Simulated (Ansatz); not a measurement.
Stability checks on a candidate for Mo3W

The cell was found from a structure generator's guess, not taken from experiment.

The calculation used Ansatz 0.2.0, DFT PBE, scalar-relativistic, plane waves, PAW. Plane waves to 420 eV, a 10×10×14 mesh through Γ for the 4-atom cell and 0.10 eV Gaussian smearing; no spin polarisation.

```cif
data_structure
_symmetry_space_group_name_H-M 'P4/mmm'
_symmetry_Int_Tables_number 123
_cell_length_a 4.4783
_cell_length_b 4.4783
_cell_length_c 3.1670
_cell_angle_alpha 90.000
_cell_angle_beta 90.000
_cell_angle_gamma 90.000
_cell_volume 63.51
loop_
_atom_site_label
_atom_site_type_symbol
_atom_site_symmetry_multiplicity
_atom_site_Wyckoff_symbol
_atom_site_fract_x
_atom_site_fract_y
_atom_site_fract_z
_atom_site_occupancy
Mo1 Mo 2 f 0.50000 0.00000 0.00000 1
Mo2 Mo 1 d 0.50000 0.50000 0.50000 1
W1 W 1 b 0.00000 0.00000 0.50000 1
```

The zero of energy is the elements' standard structures at the same level; no fitted shifts are applied.

Q: These tests were run: energy against the elements; elastic tensor. What do they show?

A:

| test | result |
| --- | --- |
| energy against the elements | 0.00 eV/atom |
| elastic tensor | least eigenvalue 109 GPa |

It fails none of these tests outright. Whether a mixture of other phases lies lower isn't tested here. Phonons away from Γ weren't computed. Undecided within the accuracy: energy against the elements.

The k mesh leaves some 4 meV/atom of noise in the energy of each metallic cell. Spin–orbit coupling, which can matter for W, is left out. The run for the elastic tensor used a 10×10×14 k mesh and Fermi–Dirac smearing of 0.15 eV.
